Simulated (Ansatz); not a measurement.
Cr₂N: which magnetic order is lowest?

```
Cr N
1.0
     4.81103    0.00000    0.00000
    -2.40551    4.16647    0.00000
     0.00000    0.00000    4.47738
Cr N
6 3
Direct
  0.33305 0.00000 0.24910
  0.00000 0.33305 0.24910
  0.66695 0.66695 0.24910
  0.00000 0.66695 0.75090
  0.66695 0.00000 0.75090
  0.33305 0.33305 0.75090
  0.33333 0.66667 0.50000
  0.66667 0.33333 0.50000
  0.00000 0.00000 0.00000
```

Method: r2SCAN in Ansatz 0.2.0, PAW datasets, plane waves to 500 eV, 6×6×5 Γ-centred mesh, fermi-dirac occupations of width 0.050 eV. The atoms are fixed and numbered as listed; spin is collinear, without spin-orbit coupling.

Different starts of the self-consistent cycle ended in different solutions. Their moments in μB:

```tsv
state	Cr1	Cr2	Cr3	Cr4	Cr5	Cr6	other atoms together	size of the net moment a cell
A	1.79	1.79	-1.82	-1.79	-1.79	1.82	0.00	0.00
B	0.00	0.00	0.00	0.00	0.00	0.00	0.00	0.00
C	1.73	1.69	-1.86	1.86	-1.73	-1.69	0.00	0.00
```

Site moments are taken in small spheres that don't touch (radius about 0.4 of the atom's shortest bond), so those of the magnetic atoms read low, and they needn't add up to the net moment. State B was run without spin polarisation.

**Question.** Which state has the lowest energy at zero smearing, and how far up are the others?

**Answer.** State C (antiparallel, compensated) comes first by a margin too small to trust; A (antiparallel, compensated) lies 4.4 meV above it, B (without moments) lies 146 meV above it, all counted an atom of the cell. The two lowest differ by only 6.7 meV for each atom with a column above, which mesh or functional could overturn.

**Question.** Which states have a gap on the mesh, and what pressure does each exert on this cell?

**Answer.** A: no gap, 8.1 GPa; B: no gap, -15.3 GPa; C: no gap, 7.1 GPa (positive in compression). Moments take up room: without them the pressure is lower, so that state wants a smaller cell.

**Question.** How much does the cell gain by forming moments?

**Answer.** 146 meV an atom of the cell, or 219 meV for each Cr atom, against state B, which has none. In a metal like this the level decides whether moments form at all, so this is no ordering energy.

The cell is that of a Crystallography Open Database entry, unchanged.

Caveats: only orders that fit this cell and collinear spins were tried, so the true order may need a larger cell or canted moments; atoms and cell are not relaxed, and each state would relax in its own way; r2SCAN overestimates the moments and magnetic energies of itinerant metals, and can make a paramagnetic metal magnetic; the k mesh is coarse, so differences of a few meV are uncertain where a state is a metal; at this level the entry's cell stands at +7 GPa (positive in compression); one start a pattern, so a lower state of the same pattern may exist; the nearest magnetic atoms form triangles, which frustrates antiparallel coupling, so the true order may be non-collinear or need another cell; the atoms stand off equilibrium, with forces up to 0.6 eV/Å.
